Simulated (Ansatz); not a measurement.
CoIrPt:
```
CoIrPt
1.0
    2.68029     0.00000     0.00000
   -1.34014     2.32120     0.00000
    0.00000     0.00000     6.44479
Co Pt Ir
1 1 1
Direct
  0.00000   0.00000   0.99446
  0.33333   0.66667   0.32104
  0.66667   0.33333   0.68450
```
The run is spin-polarised; directions of the spins, atom by atom: ↑ 0 0.

Relaxed with PBEsol. Special points in fractions of this cell's reciprocal vectors: Γ (0.000, 0.000, 0.000); M (0.500, 0.000, 0.000); K (0.333, 0.333, 0.000); A (0.000, 0.000, 0.500); L (0.500, 0.000, 0.500); H (0.333, 0.333, 0.500).

Task: List the band energies nearest the Fermi level at these points for PBEsol in the plane-wave PAW code Ansatz.

Result: In eV from the Fermi level; about four levels below and three above (degenerate sets whole), none deeper than 8.9 eV; … stands for higher levels left out; points with the same levels are listed once.

```csv
k,below,above
Γ ↑,-1.15 -1.15 -0.12 -0.12,10.51 …
M ↑,-2.81 -2.67 -1.12 -0.11,0.06 0.30 1.52
K ↑,-1.40 -1.08 -0.94 -0.31,4.04 4.39 5.53
A ↑,-1.85 -1.85 -1.44 -1.44 -0.38,0.25 0.25 6.70
L ↑,-1.12 -0.70 -0.69 -0.28,0.22 1.51 2.22
H ↑,-1.93 -1.60 -0.86 -0.27,0.21 4.72 4.72
Γ ↓,-0.67 -0.67 -0.21 -0.21,0.46 0.46 10.67
M ↓,-2.86 -2.23 -1.97 -1.49,0.28 0.65 0.98
K ↓,-2.06 -0.59 -0.33 -0.05,0.45 0.46 4.34
A ↓,-1.26 -1.26 -0.34 -0.34 -0.33,0.92 0.92 7.05
L ↓,-1.93 -1.01 -1.00 -0.66,0.17 0.32 0.70
H ↓,-2.85 -2.22 -0.68 -0.40,0.40 0.65 0.86
```

Space group P3m1. The start of the workflow was typed in or built on a structure type; neither database checked (COD, Materials Project) lists it. Its standing as an ambient phase is unchecked. The cell was relaxed with PBEsol under the symmetry of its start; whether a distortion lowers the energy is not shown. Magnetic state: ferromagnetic, the only order run, not a proven ground state. Scalar-relativistic: spin–orbit coupling is off unless named, which matters more the heavier the elements.

Potentials: the later of the program's two PAW sets.
